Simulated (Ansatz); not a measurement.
LuTl₃:
```
LuTl3
1.0
    4.69420     0.00000     0.00000
    0.00000     4.69420     0.00000
    0.00000     0.00000     4.69420
Lu Tl
1 3
Direct
  0.00000   0.00000   0.00000
  0.00000   0.50000   0.50000
  0.50000   0.00000   0.50000
  0.50000   0.50000   0.00000
```

Relaxed with r²SCAN.

### Question
Map the valence electron density (e/Å³), cut off at 3 on the plane through (0.000, 0.000, 0.000) spanned by u = [1, 1, 0] and v = [1, 0, 1] in lattice vectors, from the program Ansatz at the r²SCAN level (PAW).

### Answer
x is the fraction of u, y of v (the angle between them is 60°; rows are the nearest grid lines); atoms in the plane: Lu at (0.00, 0.00), Tl at (0.50, 0.50), Tl at (0.00, 0.50), Tl at (0.50, 0.00).
```
|9999610000013699999963100000169999|
|9999920000001499999994100000029999|
|9999931000000124899984210000001399|
|6999621000000012356653210000000126|
|0011100000000000001111000000000000|
|0000000000000000000000000000000000|
|0000000000000000000000000000000000|
|0000000000001110000000000000011100|
|1000000000011222100000000000122211|
|6421000000124699853100000001358996|
|9942100000124999996310000001369999|
|9998310000013899999952000000259999|
|9999520000002599999983100000138999|
|9999631000000136999994210000012499|
|6998531000000013589964210000001246|
|1122210000000000012221100000000001|
|0011100000000000000111000000000000|
|0000000000000000000000000000000000|
|0000000000000000000000000000000000|
|0000000000001111000000000000011100|
|6210000000123566532100000001269996|
|9931000000124899984210000001399999|
|9999200000014999999941000000299999|
|9999610000013699999963100000169999|
```
Scale: ten equal steps from 0.099 (start of '0') to 3.00 (end of '9'), in the order '0123456789'; x runs from 0.000 to 1.00, y from 0.000 (bottom) to 1.00 (top).

The density is the valence pseudo-density with augmentation charge, so density and ELF within about 1 Å of a nucleus are not all-electron values.

Space group Pm-3m (Cu3Au type). The workflow started from an entry of the Crystallography Open Database (COD). Whether it is the stable phase at ambient conditions was not checked. The r²SCAN relaxation kept the symmetry of its start; whether a distortion lowers the energy is not shown. Spin–orbit coupling is left out wherever it is not named.

Potentials: the later of the program's two PAW sets.
